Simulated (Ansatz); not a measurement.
In r²SCAN in the plane-wave PAW code Ansatz, HfO₂ in the orthorhombic phase (Pca2_1; Hf on 4a, O on 4a, O on 4a) relaxes to a = 5.247 Å, b = 5.031 Å, c = 5.060 Å. O on 4a has 3 nearest neighbours from 2.03 Å (trigonal planar). Its formation energy from the elements is -3.75 eV/atom, with no fitted shifts.

The Kohn–Sham gap is 4.94 eV (indirect). The screened hybrid HSE06 puts the gap at 6.09 eV. Gap from r²SCAN with spin–orbit coupling: 4.89 eV. Electrons at the band edge weigh 1.3, 1.9, 5.0 mₑ (principal values). The hole mass is 1.0, 2.0, 23 mₑ (principal values).

The elastic constants imply a Debye temperature near 500 K. Bader charges are Hf +2.74, O -1.38 to -1.36 e.

The cell was relaxed with r²SCAN under the symmetry of its start. No spin polarisation was allowed. The references are the lowest solids computed at this level, not always the standard phases (solids in place of the gases). Spin–orbit coupling is left out wherever it is not named.

Potentials: the earlier of the program's two PAW sets. The files were generated under PBE; for other functionals the program regenerates the frozen cores, and for LDA and PBEsol the local potential too.
